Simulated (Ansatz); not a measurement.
**ScF₃ (Pm-3m), a vibration from a frozen displacement**

These are results of DFT LDA, scalar-relativistic, plane waves, PAW in Ansatz 0.2.0, not measurements. The runs took a 420 eV cutoff, a Γ-centred 6×6×6 mesh and Gaussian smearing (0.05 eV). No spin polarisation. Energies are free energies at this smearing, counted from the undisturbed cell; pressure is positive in compression.

Reference structure (as given, not relaxed at this level; it stands at -3.0 GPa):

```
CELL_PARAMETERS angstrom
4.01245 0.00000 0.00000
0.00000 4.01245 0.00000
0.00000 0.00000 4.01245
ATOMIC_POSITIONS crystal
Sc 0.00000 0.00000 0.00000
F 0.50000 0.00000 0.00000
F 0.00000 0.50000 0.00000
F 0.00000 0.00000 0.50000
```

Every F atom is moved by x along the Cartesian unit vector (-1.000, 0.000, 0.000); the cell and all other atoms stay fixed. The cell's volume is 64.60 Å³; the moved atoms weigh 56.995 u together and the others 44.956 u. Some rows repeat others by symmetry and weren't run.

| x (Å) | ΔE (meV/cell) | total force on the moved atoms along the move (eV/Å) | pressure (GPa) |
| --- | --- | --- | --- |
| -0.2000 | 209.29 | 2.5019 | -0.6093 |
| -0.1750 | 152.91 | 2.0207 | -1.1912 |
| -0.1500 | 107.69 | 1.6074 | -1.6818 |
| -0.1250 | 72.05 | 1.2520 | -2.0865 |
| -0.1000 | 44.69 | 0.9446 | -2.4110 |
| -0.0750 | 24.51 | 0.6750 | -2.6588 |
| -0.0500 | 10.69 | 0.4342 | -2.8336 |
| -0.0250 | 2.64 | 0.2122 | -2.9374 |
| 0.0000 | 0.00 | 0.0000 | -2.9719 |
| 0.0250 | 2.64 | -0.2122 | -2.9374 |
| 0.0500 | 10.69 | -0.4342 | -2.8336 |
| 0.0750 | 24.51 | -0.6750 | -2.6588 |
| 0.1000 | 44.69 | -0.9446 | -2.4110 |
| 0.1250 | 72.05 | -1.2520 | -2.0865 |
| 0.1500 | 107.69 | -1.6074 | -1.6818 |
| 0.1750 | 152.91 | -2.0207 | -1.1912 |
| 0.2000 | 209.29 | -2.5019 | -0.6093 |

Q: What frequency belongs to this motion?

A: The force constant is k = −dF/dx = 8.488 eV/Å², from the parabola through x = -0.0250, 0 and 0.0250. In every cell the moved atoms swing against the rest, so the mass is μ = m₁m₂/(m₁ + m₂) = 25.132 u, and ν̃ = 521.5 cm⁻¹ × √(|k|/μ) = 303 cm⁻¹, at this cell's pressure of -3.0 GPa. The pattern needn't be a normal mode: ν̃² is then a weighted mean of the squared nonzero frequencies at the zone centre of this cell, taken without macroscopic field, so it lies between the lowest and the highest of them.

Q: How far does the harmonic law reach?

A: At x = -0.200 Å, kx²/2 = 169.76 meV against the computed 209.29 meV (+23.3 %): the well stiffens in this direction at large amplitude.

Q: The pressure changes with x². What does that say about the frequency under compression?

A: With E = k(V)x²/2, k ∝ V^(−2γ) and x scaling with the cell as V^(1/3), P − P0 = −∂E/∂V = (2γ − 2/3) ΔE/V. At x = 0.0500 Å, V(P − P0) = 64.60 × 0.13830 / 160.2 eV = 55.76 meV and ΔE = 10.69 meV, so γ = 1/3 + V(P − P0)/(2ΔE) = 2.94. This is the Grüneisen parameter of the motion under uniform scaling of the cell: shrinking the cell evenly by 1 % in volume raises the frequency by about 2.94 %.